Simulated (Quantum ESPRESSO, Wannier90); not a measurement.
# HgTe (zinc blende): Wannier90 run

```xyz
2
Lattice="0.0000 3.2900 3.2900 3.2900 0.0000 3.2900 3.2900 3.2900 0.0000" Properties=species:S:1:pos:R:3 pbc="T T T"
Hg     0.0000     0.0000     0.0000
Te    -1.6450    -1.6450    -1.6450
```

Materials Project entry mp-2730; symmetrised, unrelaxed at this level. COD (Crystallography Open Database) has the formula in 2 space groups, this one among them (matched by group alone). Computed values, not measurements, from PBEsol: Quantum ESPRESSO (norm-conserving PseudoDojo potentials, cutoff 66 Ry, no spin polarisation, no spin-orbit coupling) on a Γ-centred 6×6×6 mesh, then Wannier90. Density: 8×8×8 mesh, Gaussian smearing 0.01 Ry. Spin-orbit coupling is left out although heavy elements are present.

Functional, cutoff and mesh named above are those of the base row (1); the first column says what each row takes instead. Model: 8 functions from bands 10,16-31, start hydrogen-like Hg: s;p; Te: s;p, disentangled but not localised (num_iter = 0), frozen window tied to the conduction edge or Fermi level of each row, as listed, which moves Ω_I and hoppings a little by itself. Energies are relative to the Fermi level; the misfit is to pw.x on a path, for states up to 1.0 eV relative to the Fermi level. The lattice is scaled uniformly, fractional positions fixed. The disentangled Ω_I can sit in another minimum from row to row.

```csv
scale,frozen to (eV),Ω_I (Å²),rms misfit (meV),bottom of band 10 (eV),on-site Hg1 pz minus Hg1 s (eV),"hopping modulus Te2 pz – Hg1 px, R = 0 0 0 (eV)","hopping modulus Hg1 s – Te2 s, R = 0 0 1 (eV)","hopping modulus Te2 s – Hg1 pz, R = 0 0 0 (eV)"
0.97,1.50,18.42,11,-12.26,6.76,1.211,1.306,1.204
0.99,1.50,17.48,7.3,-11.82,6.78,1.159,1.183,1.127
1,1.50,17.11,7.8,-11.72,6.78,1.132,1.127,1.090
1.01,1.50,16.77,7.0,-11.53,6.78,1.104,1.073,1.052
1.03,1.50,16.18,5.5,-11.11,6.78,1.051,0.974,0.982
```
